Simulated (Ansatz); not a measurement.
A relaxed cell of Ca2YFeC6N6 is given with its symmetry left out. The cell was found from a structure generator's guess, not taken from experiment.

Method: DFT PBE, scalar-relativistic, plane waves, PAW in Ansatz 0.2.0. Cutoff 420 eV, Γ-centred mesh, Gaussian smearing, collinear spin.

```
CELL_PARAMETERS angstrom
0.00000 5.43064 5.43064
5.43064 0.00000 5.43064
5.43064 5.43064 0.00000
ATOMIC_POSITIONS crystal
Ca 0.25000 0.25000 0.25000
Ca 0.75000 0.75000 0.75000
Y 0.50000 0.50000 0.50000
Fe 0.00000 0.00000 0.00000
C 0.82731 0.17269 0.17269
C 0.17269 0.82731 0.17269
C 0.17269 0.17269 0.82731
C 0.17269 0.82731 0.82731
C 0.82731 0.17269 0.82731
C 0.82731 0.82731 0.17269
N 0.71858 0.28142 0.28142
N 0.28142 0.71858 0.28142
N 0.28142 0.28142 0.71858
N 0.28142 0.71858 0.71858
N 0.71858 0.28142 0.71858
N 0.71858 0.71858 0.28142
```

The zero of energy is the elements' standard structures at the same level (N₂ as a molecule); no fitted shifts are applied.

**Question.** What space group does it have?

**Answer.** Fm-3m (No. 225). Conventional cell: a = 10.861 Å. Around Ca lie 12 N at 3.86 Å and 12 C at 3.93 Å (long contacts); Y has 6 N at 2.37 Å; Fe has 6 C at 1.88 Å; around C lie 1 N at 1.18 Å, 1 Fe at 1.88 Å, 4 C at 2.65 Å, 1 Y at 3.56 Å, 4 N at 3.59 Å, 1 C at 3.75 Å and 4 Ca at 3.93 Å; around N lie 1 C at 1.18 Å, 1 Y at 2.37 Å, 1 Fe at 3.06 Å, 4 N at 3.36 Å, 4 C at 3.59 Å and 4 Ca at 3.86 Å.

**Question.** How far does it lie from the elements in energy?

**Answer.** +0.02 eV/atom. The formation energy is too near zero to say whether this cell lies below the elements.

**Question.** Is it a metal?

**Answer.** Yes, bands cross the Fermi level on the 6×6×6 mesh.

**Question.** Which magnetic moments does it keep?

**Answer.** 0.08 μB per atom net, the space between the atoms included; by site: Ca 0.2 (×2) μB.

**Question.** From what recipe could a structure generator have reached it?

**Answer.** One such recipe: cyanide-bridged rock-salt net of two metals, 2 guest cations a cell (Fm-3m, No. 225). Other recipes can lead to the same cell.

The last run used collinear spin, a 6×6×6 mesh for its 16-atom cell and Gaussian smearing of 0.10 eV. For metals, differences of a few meV/atom aren't resolved. The reference form of C is held partly by dispersion forces, which this level lacks. Another magnetic order may lie lower. A structure relaxed within its symmetry needn't be a true minimum.
